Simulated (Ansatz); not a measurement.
Ansatz input file:

```yaml
crystal:
  lattice:
    - [2.5346912006, 0.0, 0.0]
    - [-1.2673456003, 2.1951069705, 0.0]
    - [0.0, 0.0, 8.3623133407]
  atoms:
    - { symbol: C, position: [0.0, 0.0, 0.0929334767] }
    - { symbol: C, position: [0.0, 0.0, 0.5929334767] }
    - { symbol: C, position: [0.0, 0.0, 0.4070665233] }
    - { symbol: C, position: [0.0, 0.0, 0.9070665233] }
    - { symbol: C, position: [0.3333333333, 0.6666666667, 0.1554962105] }
    - { symbol: C, position: [0.6666666667, 0.3333333333, 0.6554962105] }
    - { symbol: C, position: [0.3333333333, 0.6666666667, 0.3445037895] }
    - { symbol: C, position: [0.6666666667, 0.3333333333, 0.8445037895] }
basis:
  ecutwfc: 500
kpoints:
  mp_grid: { grid: [12, 12, 4] }
hamiltonian:
  xc: r2scan
scf:
  occupations: { method: gaussian, width: 0.02 }
output:
  forces: true
  stress: true
  eigenvalues: true
relax:
  adjacent_minimum: "off"
  f_tol: 0.01
  max_steps: 30
  cell: { stress_tol: 0.1, fix: [volume] }
```

Run as
```bash
ansatz run input.yaml --threads 2 --pin off --max-ram 5120MiB --backend cpu --events-out ev --progress --plain --runs-dir out
```

These are results of DFT r2SCAN, scalar-relativistic, plane waves, PAW (Ansatz), not measurements.

Abridged output:

```
Pseudopotentials: kind: paw
Pseudopotential: C, paw, valence charge 4, recommended cutoff 500 eV (meta_gga)
Functional definition: r2SCAN
Crystal: 8 atoms, lattice volume = 46.527 Å³
Basis set: ecut = 500 eV, 1183 PW (Γ), exchange–correlation on 80×80×256 points (64 copies of the dense FFT grid, shifted against one another)
Bands: 24, of which v1, the nominal top of the filled ones, is band 16 counted from 1 (15 counted from 0)
Symmetry: 24 space group operations
Space group: P63/mmc (ITA 194), of the structure as read, at distance tolerance 3.6e-5 Å
k-points: 57 of 576
Initial density: superposition of atomic densities (neutral atoms: chi_scale 0, normalization atom), corrected by the library's trained network
Initial wavefunctions: pseudopotential atomic-orbital guess
Functional: x = r2scan, c = r2scan; τ floored in thin density (d = 2e-4 eV/Å³)
SCF iter   1: F=—  HF=-2012.093591 eV  |F-HF|=—  |Δ(HF+E_count)|=         —  Δρ=9.34e-3  dr2=1.35e-2  dr2_τ=1.41e0  ethr=1.77e-3  ⟨swp⟩=6.1  Hψ=6751  notcnv=0  defer=5
SCF iter   2: F=—  HF=-2012.307217 eV  |F-HF|=—  |Δ(HF+E_count)|=   2.14e-1  Δρ=5.67e-3  dr2=4.41e-3  dr2_τ=2.44e-4  ethr=4.21e-5  ⟨swp⟩=3.0  Hψ=3323  notcnv=0  defer=147
SCF iter   3: F=—  HF=-2012.307991 eV  |F-HF|=—  |Δ(HF+E_count)|=   7.74e-4  Δρ=1.53e-3  dr2=2.28e-3  dr2_τ=1.29e-4  ethr=1.38e-5  ⟨swp⟩=2.2  Hψ=2230  notcnv=0  defer=147
SCF iter   4: F=—  HF=-2012.307340 eV  |F-HF|=—  |Δ(HF+E_count)|=   6.51e-4  Δρ=4.92e-4  dr2=6.99e-5  dr2_τ=1.53e-5  ethr=7.12e-6  ⟨swp⟩=2.0  Hψ=2144  notcnv=0  defer=147
SCF iter   5: F=—  HF=-2012.307335 eV  |F-HF|=—  |Δ(HF+E_count)|=   5.38e-6  Δρ=9.39e-5  dr2=2.03e-6  dr2_τ=1.63e-7  ethr=2.18e-7  ⟨swp⟩=2.1  Hψ=1818  notcnv=0  defer=147
SCF iter   6: F=—  HF=-2012.307335 eV  |F-HF|=—  |Δ(HF+E_count)|=   3.55e-7  Δρ=3.71e-5  dr2=1.87e-7  dr2_τ=2.35e-8  ethr=6.36e-9  ⟨swp⟩=2.1  Hψ=2124  notcnv=0  defer=147
SCF iter   7: F=-2012.307335 eV  HF=-2012.307335 eV  |F-HF|=2.47e-9  |Δ(HF+E_count)|=   2.61e-8  Δρ=3.29e-6  dr2=9.74e-10  dr2_τ=7.37e-10  ethr=3.13e-10  ⟨swp⟩=9.2  Hψ=5508  notcnv=0
SCF 1 converged in 7 iterations: F = -2012.307335 eV  dr2 = 9.74e-10
relax step   1: F+E_penalty+E_count = -2012.30733529 eV  Δ(F+E_penalty+E_count) = +0.000e0 eV  max|allowed force component| = 2.513e-2 eV/Å  Δτ_max = 0.0000 Å  P = -12.634 GPa  Ω = 46.527 Å³  fix = [volume]  reactions: volume -12.634 GPa (7 SCF iters, dr2 threshold 1.00e-7 eV, accepted)
Initial density: handed on by an earlier stage of this run
Initial wavefunctions: those handed on with the density
SCF iter   1: F=—  HF=-2012.307348 eV  |F-HF|=—  |Δ(HF+E_count)|=         —  Δρ=7.07e-5  dr2=1.19e-6  dr2_τ=3.32e-6  ethr=4.19e-9  ⟨swp⟩=2.1  Hψ=7774  notcnv=0
SCF iter   2: F=—  HF=-2012.307349 eV  |F-HF|=—  |Δ(HF+E_count)|=   1.04e-6  Δρ=3.33e-5  dr2=2.57e-7  dr2_τ=2.92e-8  ethr=3.72e-9  ⟨swp⟩=2.4  Hψ=2142  notcnv=0
SCF iter   3: F=—  HF=-2012.307349 eV  |F-HF|=—  |Δ(HF+E_count)|=   2.31e-8  Δρ=1.91e-5  dr2=4.43e-8  dr2_τ=4.96e-9  ethr=8.04e-10  ⟨swp⟩=2.1  Hψ=1961  notcnv=0
SCF iter   4: F=-2012.307349 eV  HF=-2012.307349 eV  |F-HF|=4.68e-9  |Δ(HF+E_count)|=   3.49e-8  Δρ=7.77e-6  dr2=7.45e-9  dr2_τ=4.03e-10  ethr=1.23e-10  ⟨swp⟩=4.5  Hψ=4467  notcnv=0
SCF 2 converged in 4 iterations: F = -2012.307349 eV  dr2 = 7.45e-9
relax step   2: F+E_penalty+E_count = -2012.30734937 eV  Δ(F+E_penalty+E_count) = -1.408e-5 eV  max|allowed force component| = 5.040e-3 eV/Å  Δτ_max = 0.0003 Å  P = -12.629 GPa  Ω = 46.527 Å³  energy of the carried Pulay correction = +6.514e-18 eV  fix = [volume]  reactions: volume -12.629 GPa (4 SCF iters, dr2 threshold 3.95e-8 eV, accepted)
SCF iter   1: F=—  HF=-2012.307358 eV  |F-HF|=—  |Δ(HF+E_count)|=         —  Δρ=4.85e-5  dr2=6.63e-7  dr2_τ=5.78e-7  ethr=2.97e-9  ⟨swp⟩=2.2  Hψ=7812  notcnv=0
SCF iter   2: F=—  HF=-2012.307358 eV  |F-HF|=—  |Δ(HF+E_count)|=   2.01e-7  Δρ=2.20e-5  dr2=1.33e-7  dr2_τ=1.18e-8  ethr=2.07e-9  ⟨swp⟩=2.2  Hψ=1998  notcnv=0
SCF iter   3: F=-2012.307358 eV  HF=-2012.307358 eV  |F-HF|=4.99e-9  |Δ(HF+E_count)|=   4.29e-9  Δρ=1.08e-5  dr2=2.77e-8  dr2_τ=3.28e-9  ethr=3.80e-10  ⟨swp⟩=5.3  Hψ=4934  notcnv=0
SCF 3 converged in 3 iterations: F = -2012.307358 eV  dr2 = 2.77e-8
relax step   3: F+E_penalty+E_count = -2012.30735828 eV  Δ(F+E_penalty+E_count) = -8.911e-6 eV  max|allowed force component| = 3.854e-3 eV/Å  Δτ_max = 0.0001 Å  P = -12.629 GPa  Ω = 46.527 Å³  energy of the carried Pulay correction = -3.257e-18 eV  fix = [volume]  reactions: volume -12.629 GPa (3 SCF iters, dr2 threshold 1.22e-7 eV, accepted)
Initial wavefunctions: pseudopotential atomic-orbital guess (no wavefunctions were taken with the density)
SCF iter   1: F=—  HF=-2012.307358 eV  |F-HF|=—  |Δ(HF+E_count)|=         —  Δρ=1.08e-5  dr2=2.80e-8  dr2_τ=3.30e-9  ethr=5.03e-9  ⟨swp⟩=4.1  Hψ=11268  notcnv=0
SCF iter   2: F=—  HF=-2012.307357 eV  |F-HF|=—  |Δ(HF+E_count)|=   1.07e-6  Δρ=5.10e-6  dr2=6.39e-9  dr2_τ=6.97e-10  ethr=8.75e-11  ⟨swp⟩=2.2  Hψ=2112  notcnv=0
SCF iter   3: F=—  HF=-2012.307357 eV  |F-HF|=—  |Δ(HF+E_count)|=  6.46e-10  Δρ=2.76e-6  dr2=1.32e-9  dr2_τ=1.54e-10  ethr=2.00e-11  ⟨swp⟩=2.1  Hψ=1970  notcnv=0
SCF iter   4: F=-2012.307357 eV  HF=-2012.307357 eV  |F-HF|=4.32e-12  |Δ(HF+E_count)|=  6.62e-10  Δρ=2.71e-7  dr2=1.49e-11  dr2_τ=6.15e-13  ethr=1.00e-12  ⟨swp⟩=5.6  Hψ=4973  notcnv=0
SCF 4 converged in 4 iterations: F = -2012.307357 eV  dr2 = 1.49e-11
SCF converged after 4 iterations
Free energy (F): -2012.307357 eV
Harris-Foulkes:  -2012.307357 eV  (|F-HF|=4.32e-12)
Internal energy: -2012.307357 eV  (E = F + TS)
E sigma→0 (E₀):  -2012.307357 eV
Fermi energy:    15.328438 eV
--- Per-component energies (eV) ---
  E_band       = 111.656307
  E_kinetic    = 729.530837
  E_local      = -493.575487  (includes V_loc(G=0)·N_el)
  E_nonlocal   = 208.932485
  E_hartree    = 108.959504
  E_xc         = -381.621573
  E_vxc        = -527.241406  (∫ρ·V_xc dr)
  E_paw        = -805.121765  (= ΣΔE_a)
  E_vpaw       = -51.751081  (= ΣTr[D̂ρ^β])
  E_aug_tail   = 0.000034  (compensation charges beyond the density's cutoff)
  E_vtau       = 27.841916  (kinetic-family band-sum trace: ∫τ·v_τ [+ j·A + Jᵃ·Aᵃ] dr)
  E_ewald      = -1379.213202
  E_core_change = -0.198190  (= ΣΔE_core)
  E_smearing   =  0.000000  (= −TS)
--- Forces (eV/Å), atoms counted from 1 ---
  atom   1  C      0.00000000     0.00000000     0.00207817
  atom   2  C      0.00000000     0.00000000     0.00207817
  atom   3  C      0.00000000     0.00000000    -0.00207817
  atom   4  C      0.00000000     0.00000000    -0.00207817
  atom   5  C      0.00000000     0.00000000    -0.00380309
  atom   6  C      0.00000000     0.00000000    -0.00380309
  atom   7  C      0.00000000     0.00000000     0.00380309
  atom   8  C      0.00000000     0.00000000     0.00380309
--- Stress (GPa, compression-positive) ---
      -12.659179       0.000000       0.000000
        0.000000     -12.659179       0.000000
        0.000000       0.000000     -12.569051
  P = ⅓ Tr σ = -12.6291 GPa (-126.291 kbar)
--- Band table (eV; the first three rows and the last of 57) ---
  k-point 0: bands = ["-9.5044", "-7.8266", "-7.7097", "-3.8149", "-0.9089", "5.8346", "5.9520", "9.9322", "9.9322", "11.0716", "11.0716", "11.1757", "11.1757", "12.7578", "12.9671", "12.9671", "18.4963", "18.4963", "18.6543", "20.3898", "20.3898", "20.7407", "21.1950", "21.1950"]
  k-point 1: bands = ["-9.3948", "-8.5240", "-6.8144", "-4.5132", "-0.0246", "3.7288", "8.1070", "10.0115", "10.0115", "10.6223", "10.6223", "11.7063", "11.7063", "11.9905", "12.7746", "12.7746", "18.7245", "18.7245", "19.1022", "19.9696", "19.9696", "20.5216", "21.3727", "21.3945"]
  k-point 2: bands = ["-9.0669", "-9.0669", "-5.6956", "-5.6956", "1.7097", "1.7097", "10.2323", "10.2323", "10.2456", "10.2456", "10.2456", "10.2456", "12.2963", "12.2963", "12.2963", "12.2963", "19.2928", "19.2928", "19.2928", "19.2928", "19.9137", "19.9137", "21.3887", "21.3887"]
  k-point 56: bands = ["-1.9955", "-1.9955", "-1.7754", "-1.7754", "0.7927", "0.7927", "1.4145", "1.4145", "3.3135", "3.3135", "4.2365", "4.2365", "7.3535", "7.3535", "7.7457", "7.7457", "18.4111", "18.4111", "22.9526", "22.9526", "24.0579", "24.0579", "25.1688", "25.1688"]
--- Relaxed structure (3 steps of the walk, 3 accepted, 1 SCFs on fresh bases) ---
  F+E_penalty+E_count = -2012.30735661 eV   max|allowed force component| = 3.803e-3 eV/Å   (the final SCF, on the basis selected at the relaxed cell)
  cell:  # Å, volume = 46.5272 Å³
    - [2.53481025, 0.0, 0.0]
    - [-1.26740512, 2.19521007, 0.0]
    - [0.0, 0.0, 8.36152785]
  atoms:
    - { symbol: C, position: [0.0, 0.0, 0.09294295] }
    - { symbol: C, position: [0.0, 0.0, 0.59294295] }
    - { symbol: C, position: [0.0, 0.0, 0.40705704] }
    - { symbol: C, position: [0.0, 0.0, 0.90705704] }
    - { symbol: C, position: [0.33333333, 0.66666666, 0.15545260] }
    - { symbol: C, position: [0.66666666, 0.33333333, 0.65545260] }
    - { symbol: C, position: [0.33333333, 0.66666666, 0.34454739] }
    - { symbol: C, position: [0.66666666, 0.33333333, 0.84454739] }
```

The relaxation met its thresholds.

The run took 17 s on 2 threads of Intel(R) Xeon(R) Processor @ 2.70GHz, with other jobs on the host, peak memory 0.51 GiB.